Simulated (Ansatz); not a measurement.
TaAl (CsCl type, space group No. 221) at seven volumes, plane-wave PAW r²SCAN (Ansatz code), scaled uniformly. One row is withheld.

| V (Å³/atom) | P (GPa) |
|---|---|
| 15.023 | 18.45 |
| 15.518 | 11.38 |
| 16.013 | 5.28 |
| 16.509 | 0.00 |
| 17.004 | -4.57 |
| 17.499 | -8.51 |
| 17.994 | ? |

Q: Fit the shown pressures and predict the withheld one.

A: P = (3/2)B₀(x^(7/2) − x^(5/2))[1 + (3/4)(B′ − 4)(x − 1)] with x = (V₀/V)^(2/3). Least squares on the six rows gives V₀ = 16.509 Å³/atom, B₀ = 163 GPa, B′ = 3.83. At V = 17.994, x = 0.9442 and P = -11.90 GPa. The run itself gave -11.91 GPa.

Space group Pm-3m (CsCl type). The start of the workflow was typed in or built on a structure type; neither database checked (COD, Materials Project) lists it. Whether it is the stable phase at ambient conditions was not checked. Symmetry was held in the r²SCAN relaxation. At this level the phase is mechanically unstable. The run is not spin-polarised. Spin–orbit coupling is left out wherever it is not named.

Potentials: the earlier of the program's two PAW sets.
